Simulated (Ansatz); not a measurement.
Data:

Ag (fcc, Cu type)

```xyz
4
Lattice="4.1055 0.0000 0.0000 0.0000 4.1055 0.0000 0.0000 0.0000 4.1055" Properties=species:S:1:pos:R:3 pbc="T T T"
Ag     0.0000     0.0000     0.0000
Ag     2.0528     2.0528     0.0000
Ag     2.0528     0.0000     2.0528
Ag     0.0000     2.0528     2.0528
```

Two-dimensional scan of atom 2 (Ag, nearest neighbour Ag at 2.903 Å; its periodic images, 4.1 Å or more away, move with it): u runs along (1.000, 0.000, 0.000), v along (0.000, 0.000, 1.000) (Cartesian). Cell and other atoms are fixed.

Computed with r2SCAN (plane waves to 500 eV, PAW, scalar-relativistic; Ansatz, an electronic-structure program). k mesh 9×9×9 (Γ-centred), Fermi-Dirac smearing 0.05 eV. E stands for the smeared free energy. With partly filled bands, energies and forces of such displacements shift with the k mesh and the smearing. On this mesh the relaxed cell isn't quite at rest: it carries a pressure of -0.1 GPa (compression positive) at the zero of the scan. Ag was relaxed with its symmetry unable to fall. The PAW data are Ansatz's earlier set. ΔE is measured from the undisplaced structure. Axes are in Å.

The scan covers u from -0.440 to 0.440 Å in 5 points and v from -0.440 to 0.440 Å in 5 points.

### Question
Is the undisplaced position a minimum, a maximum or a saddle of this map?

### Answer
A minimum.

### Question
What are the two principal curvatures of the energy at the centre?

### Answer
5.0 eV/Å², isotropic.

(A displaced cell: forces are minus the slopes of the energy, force constants its curvatures, and phonons follow from these.)
